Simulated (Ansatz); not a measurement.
SiO$_{2}$:
```
SiO2
1.0
    3.97877     2.29714     2.61635
   -3.97877     2.29714     2.61635
    0.00000    -4.59429     2.61635
Si O
3 6
Direct
  0.71533   0.28467   0.50000
  0.50000   0.71533   0.28467
  0.28467   0.50000   0.71533
  0.30957   0.69043   0.50000
  0.50000   0.30957   0.69043
  0.69043   0.50000   0.30957
  0.00000   0.33394   0.66606
  0.66606   0.00000   0.33394
  0.33394   0.66606   0.00000
```

Relaxed with r²SCAN.

Task: Give the Bader charges and basin volumes of the independent atoms, r²SCAN (plane waves, PAW; program Ansatz).

Result: 

```json
[
 {"atom": "Si1", "Bader charge (e)": "+3.36", "Bader volume (Å³)": "2.7"},
 {"atom": "O4", "Bader charge (e)": "-1.68", "Bader volume (Å³)": "18.5"},
 {"atom": "O7", "Bader charge (e)": "-1.68", "Bader volume (Å³)": "18.8"}
]
```

Space group R32. The first step of the workflow began from a Materials Project structure, measured or hypothetical; the Crystallography Open Database copy checked does not list it. It is not the phase usual at ambient conditions (space group No. 92, 152, 154). The cell was relaxed with r²SCAN under the symmetry of its start; phonons show weakly imaginary modes.

Potentials: the earlier of the program's two PAW sets.
